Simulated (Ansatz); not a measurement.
CaO: computed property card

CaO:
```yaml
crystal:
  lattice:
    - [0.00000, 2.60680, 2.60680]
    - [2.60680, 0.00000, 2.60680]
    - [2.60680, 2.60680, 0.00000]
  atoms:
    - { symbol: Ca, position: [0.00000, 0.00000, 0.00000] }
    - { symbol: O, position: [0.25000, 0.25000, 0.25000] }
```

Space group F-43m (No. 216), zinc blende; conventional cell a = b = c = 5.2136 Å, α = β = γ = 90.00°.

Method: r²SCAN (plane waves, PAW; program Ansatz). Geometry: relaxed at this level of theory. Other levels are named where they apply.

**Cell and energy**

| Quantity | Result |
|---|---|
| Volume per atom | 17.71 Å³ |
| Density | 2.63 g/cm³ |
| Formation energy from the elements (no fitted shifts) | -2946 meV/atom |

**Electronic structure**

| Property | Result |
|---|---|
| Band gap | 3.76 eV (indirect) |
| Valence-band maximum | at W |
| Conduction-band minimum | at Γ |
| Smallest direct gap on the standard path | 4.37 eV |
| Electron effective mass | 0.43 mₑ (isotropic) |
| HSE06 gap on the r²SCAN cell | 4.73 eV |

**Mechanics**

| Quantity | Value |
|---|---|
| Bulk modulus (Birch–Murnaghan fit) | 82.5 GPa |
| Pressure derivative B′ | 4.1 |
| Elastic constants (relaxed ions, GPa) | C11 = 92.6, C12 = 77.5, C44 = 38.0 |
| Mechanical stability | stable (all eigenvalues of C positive) |
| Hill bulk and shear moduli | 82.5 and 20.2 GPa |
| Young's modulus | 55.9 GPa |
| Poisson's ratio | 0.39 |
| Debye temperature from the elastic constants | 357 K |
| Piezoelectric stress constants (proper, relaxed ions, C/m²) | e14 = e25 = e36 = 0.46 |

**Charges**

| Quantity | Value |
|---|---|
| Bader charges | Ca +1.52, O -1.52 e |

The start of the workflow was typed in or built on a structure type; neither database checked (COD, Materials Project) lists it. It is not the phase usual at ambient conditions (space group No. 225). The r²SCAN relaxation kept the symmetry of its start; its stability against distortions is not shown here. Signs of piezoelectric constants follow the polarity of the cell as given. The references are the lowest solids computed at this level, not always the standard phases (solids in place of the gases).

Potentials: the earlier of the program's two PAW sets. The files were generated under PBE; for other functionals the program regenerates the frozen cores, and for LDA and PBEsol the local potential too.
